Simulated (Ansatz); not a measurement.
Below is a relaxed structure of SrB₈. The cell was found from a structure generator's guess, not taken from experiment.

Computed with DFT PBE+D3(BJ), scalar-relativistic, plane waves, PAW in Ansatz. Cutoff 420 eV, Γ-centred mesh, Gaussian smearing, no spin polarisation.

```yaml
crystal:
  lattice:
    - [5.75369, 0.00000, 0.00000]
    - [-2.87685, 4.98284, 0.00000]
    - [0.00000, 0.00000, 4.89674]
  atoms:
    - { symbol: Sr, position: [0.00000, 0.00000, 0.50000] }
    - { symbol: B, position: [0.66667, 0.33333, 0.92056] }
    - { symbol: B, position: [0.66639, 0.83320, 0.01999] }
    - { symbol: B, position: [0.16680, 0.33361, 0.01999] }
    - { symbol: B, position: [0.16680, 0.83320, 0.01999] }
    - { symbol: B, position: [0.83320, 0.16680, 0.98001] }
    - { symbol: B, position: [0.83320, 0.66639, 0.98001] }
    - { symbol: B, position: [0.33361, 0.16680, 0.98001] }
    - { symbol: B, position: [0.33333, 0.66667, 0.07944] }
```

The zero of energy is the elements' standard structures at the same level; no fitted shifts are applied.

Question: Find its symmetry and describe it.

Answer: P-3m1 (No. 164). Conventional cell: a = 5.754 Å, c = 4.897 Å. Around Sr lie 12 B at 2.88–3.04 Å; around B on a site of symmetry 3m lie 3 B at 1.68 Å; B on a site of symmetry m is surrounded by 3 B at 1.67–1.68 Å, 6 B at 2.87–2.92 Å and 2 Sr at 2.88–3.04 Å.

Question: How far does it lie from the elements in energy?

Answer: +0.71 eV/atom. The separate elements lie lower, so it is unstable against them.

Question: Is it a metal?

Answer: Yes, bands cross the Fermi level on the 12×12×8 mesh.

The last run used a 12×12×8 mesh (in the run's order of axes) for its 9-atom cell and Gaussian smearing of 0.10 eV. Symmetry constrained the relaxation, so the result can be a saddle point.
